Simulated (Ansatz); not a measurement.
Data:

ZrTa:
```xyz
2
Lattice="0.0000 2.7874 2.7874 2.7874 0.0000 2.7874 2.7874 2.7874 0.0000" Properties=species:S:1:pos:R:3 pbc="T T T"
Ta     0.0000     0.0000     0.0000
Zr     2.7874     2.7874     2.7874
```

This is the PBEsol-relaxed structure.

Task: All from PBEsol in the plane-wave PAW code Ansatz, unless another level is named. Estimate the highest zone-centre frequency.

Result: 206 cm⁻¹.

Task: Next, the bulk modulus (Birch–Murnaghan fit)?

Result: 105 GPa.

Space group Fm-3m (rock salt). The start of the workflow was typed in or built on a structure type; neither database checked (COD, Materials Project) lists it. Its standing as an ambient phase is unchecked. The cell was relaxed with PBEsol under the symmetry of its start. At this level the phase is mechanically unstable. The run is not spin-polarised. Its formation energy is positive at this level, so the cell may be metastable or incomplete. As this level gives no gap, phonon frequencies hold no LO–TO term and depend on the k-mesh and smearing (Fermi–Dirac, 0.1 eV here). On the denser mesh and wider smearing of the elastic run this cell carries a stress of 0.4 GPa. Scalar-relativistic: spin–orbit coupling is off unless named, which matters more the heavier the elements.

Potentials: the earlier of the program's two PAW sets. The files were generated under PBE; for other functionals the program regenerates the frozen cores, and for LDA and PBEsol the local potential too.
